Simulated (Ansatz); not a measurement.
A relaxed structure of VBiO$_{4}$. Level of theory: PBEsol (plane waves to 420 eV, PAW, scalar-relativistic; Ansatz, a first-principles code).

```
CELL_PARAMETERS angstrom
     -3.65178     3.65178     3.20236
      3.65178    -3.65178     3.20236
      3.65178     3.65178    -3.20236
ATOMIC_POSITIONS crystal
  O  0.10120 0.42004 0.68116
  O  0.64880 0.82996 0.81884
  O  0.01112 0.82996 0.18116
  O  0.73888 0.42004 0.31884
  O  0.57996 0.89880 0.31884
  O  0.17004 0.98888 0.81884
  O  0.17004 0.35120 0.18116
  O  0.57996 0.26112 0.68116
  Bi 0.50000 0.50000 0.00000
  Bi 0.25000 0.75000 0.50000
  V  0.75000 0.25000 0.50000
  V  0.00000 0.00000 0.00000
```

Problem. Find the space group and the Wyckoff positions (tolerance 0.01 Å).

Solution. Space group I4₁/amd, origin choice 1 (No. 141); a = 7.304 Å, b = 7.304 Å, c = 6.405 Å, α = 90.00°, β = 90.00°, γ = 90.00°

```csv
atom,site,symmetry,x,y,z
O,16h,.m.,0.1812,0.0000,0.1700
Bi,4b,-4m2,0.0000,0.0000,0.5000
V,4a,-4m2,0.0000,0.0000,0.0000
```

This is the AFLOW prototype A4BC_tI24_141_h_b_a (as in ZrSiO4).

Problem. Give the shortest distances between elements (the closest pairs, up to four, under 3.6 Å).

Solution. O–V 1.71 Å; Bi–O 2.38 Å; O–O 2.65 Å; Bi–V 3.20 Å.

* **Volume per atom**: 14.24 Å³
* **Band gap**: 2.55 eV, direct at k = (0.3333, 0.3333, -0.3333) (no spin-orbit coupling)
* **Magnetic moment**: zero (the starting moments vanished)

No spin polarisation in the result: the starting moments vanished. No Hubbard U is applied. Spin-orbit coupling is missing; with elements this heavy it can move band edges by tenths of an eV or more.

The run could not lose the symmetry of its start.

The first start was generated by placing the elements on the sites of a structure type. A measured structure of VBiO4 has the same space group, I4₁/amd (No. 141); the sites were not compared with it. Another known form has space group No. 88.
